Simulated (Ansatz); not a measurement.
# TiAl3Ni2: relaxed-ion elastic tensor

Computed with Ansatz 0.2.0, DFT PBE, scalar-relativistic, plane waves, PAW. Plane waves to 420 eV; Γ-centred k mesh 14×14×4; Fermi-Dirac smearing of 0.15 eV. No spin polarisation.

Equilibrium structure at this level:
```
CELL_PARAMETERS angstrom
2.87214 0.00000 0.00000
0.00000 2.87214 0.00000
0.00000 0.00000 9.81029
ATOMIC_POSITIONS crystal
Ti 0.00000 0.00000 0.00000
Al 0.50000 0.50000 0.79811
Al 0.50000 0.50000 0.20189
Al 0.50000 0.50000 0.50000
Ni 0.00000 0.00000 0.64861
Ni 0.00000 0.00000 0.35139
```

The cell was found from a structure generator's guess, not taken from experiment. In a metal, frequencies and elastic constants depend on the k mesh and the smearing, soft modes and shear constants most.

Q: Give the relaxed-ion elastic constants (GPa, Voigt order xx yy zz yz xz xy, on the Cartesian axes of the cell above).

A:
C11 = 199.1, C12 = 101.6, C13 = 115.9, C22 = 199.1, C23 = 115.9, C33 = 173.9, C44 = 115.6, C55 = 115.6, C66 = 90.6 GPa; the others vanish.

Q: Is the crystal stable against homogeneous strain?

A: Yes: the least eigenvalue of the tensor is 61.6 GPa.

Q: And the moduli of a polycrystal (Hill averages)?

A: B = 138 GPa, G = 71 GPa, E = 181 GPa, ν = 0.28.
